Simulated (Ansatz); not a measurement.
## Al vacancy in EuAl3Cu2

Level of theory: PBEsol, collinear spin, scalar-relativistic; Ansatz, plane waves to 420 eV (PAW set soft_2), k-mesh 3×3×3.

The relaxed host crystal (no gap at this level of theory):

```
CELL_PARAMETERS angstrom
5.37296 0.00000 0.00000
-2.68648 4.65312 0.00000
0.00000 0.00000 4.05158
ATOMIC_POSITIONS crystal
Al 0.50000 0.00000 0.50000
Al 0.00000 0.50000 0.50000
Al 0.50000 0.50000 0.50000
Cu 0.33333 0.66667 0.00000
Cu 0.66667 0.33333 0.00000
Eu 0.00000 0.00000 0.00000
```

Supercell of 18 atoms, rows of the matrix [[1,1,-1],[0,-1,-1],[-1,0,-1]] times the cell vectors; Al vacancy at (0.500, 0.000, 0.500) in fractions of the cell above. Atoms are relaxed at the host's cell, from a start shaken by 0.05 Å near the defect. The cell loses 1 of its 9 Al, so this is a heavily defective crystal.

Question: How does the lattice relax around the defect?

Answer: Distances from the empty Al site (Å), by shell of the perfect crystal:

| shell | perfect crystal | relaxed, charge 0 |
| --- | --- | --- |
| 4 Cu | 2.55 | 2.58 |
| 4 Al | 2.69 | 2.61 |

| charge | moment of the cell (μB) | gap of the cell on the mesh (eV) |
| --- | --- | --- |
| 0 | 20.58 | 0.00 |

At charge 0 the unpaired electrons sit on atoms with moments (μB): 3 Eu of 6.62.

Formation energy of the neutral defect: 1.91 eV, taking atoms from and to the elements' standard states (no corrections for gases), so it belongs to those chemical potentials alone.

Relaxed cell at charge 0:

```
EuAl3Cu2 V_Al charge 0
1.0
     2.6865    4.6531   -4.0516
     2.6865   -4.6531   -4.0516
    -5.3730    0.0000   -4.0516
Al Cu Eu
8 6 3
Direct
  0.6671 0.6628 0.1727
  0.3380 0.3338 0.8245
  0.6797 0.1602 0.6629
  0.3251 0.8372 0.3341
  0.0024 0.4980 0.9984
  0.8412 0.3206 0.3342
  0.5025 0.9983 0.9984
  0.1640 0.6759 0.6629
  0.0020 0.3373 0.6630
  0.6634 0.9992 0.3340
  0.3319 0.6685 0.9987
  0.0038 0.6589 0.3336
  0.6724 0.3282 0.9990
  0.3418 0.9978 0.6630
  0.6672 0.6629 0.6657
  0.3379 0.3339 0.3315
  0.0024 0.9983 0.9983
```

Caveats: 4f shell without a U, which puts 4f levels too near the Fermi level; open f or d shells may hold a state above the lowest; small supercell, so energies and levels can be off by tenths of an eV; one random start near the defect, so other minima are possible.
